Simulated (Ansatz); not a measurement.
Relaxed WS2 (2H-MoS2 type, space group P6_3/mmc):

```xyz
6
Lattice="3.1540 0.0000 0.0000 -1.5770 2.7315 0.0000 0.0000 0.0000 12.1415" Properties=species:S:1:pos:R:3 pbc="T T T"
W      0.0000     1.8210     3.0354
W      1.5770     0.9105     9.1061
S      0.0000     1.8210     7.5314
S      1.5770     0.9105     1.4606
S      1.5770     0.9105     4.6101
S      0.0000     1.8210    10.6808
```

In this cell atom 5 (S, nearest neighbour W at 2.407 Å; its periodic images, 3.2 Å or more away, move with it) is moved by s along Cartesian z, unit vector (0.000, 0.000, 1.000); all other atoms and the cell stay fixed.

The numbers are results of PBE-D3(BJ) (plane waves to 420 eV, PAW, scalar-relativistic; Ansatz, an electronic-structure program), not measurements. k mesh 10×10×3 (Γ-centred), Fermi-Dirac smearing 0.05 eV. Energies are smeared free energies. Compression counts positive. F∥ is the force on the atom along that direction. Spin-orbit coupling is left out, though W is heavy. WS2 is run without spin polarisation. WS2 was relaxed with its symmetry unable to fall. The zero of ΔE is the undisplaced structure.

```tsv
s (Å)	F∥ (eV/Å)	ΔE (meV/cell)	P (GPa)
-0.240	5.572	625	8.2
-0.192	4.291	389	6.3
-0.144	3.086	212	4.5
-0.096	[?]	91	2.8
-0.048	0.937	[?]	1.3
0.000	0.000	0	0.0
0.048	-0.845	[?]	-1.2
0.096	-1.601	80	-2.3
0.144	-2.270	173	-3.3
0.192	-2.856	296	-4.1
0.240	-3.364	446	-4.9
```

Problem. What belongs in the gaps?

Solution. 
- -0.096, F∥ (eV/Å): 1.966
- -0.048, ΔE (meV/cell): 22
- 0.048, ΔE (meV/cell): 21

(A displaced cell: forces are minus the slopes of the energy, force constants its curvatures, and phonons follow from these.)
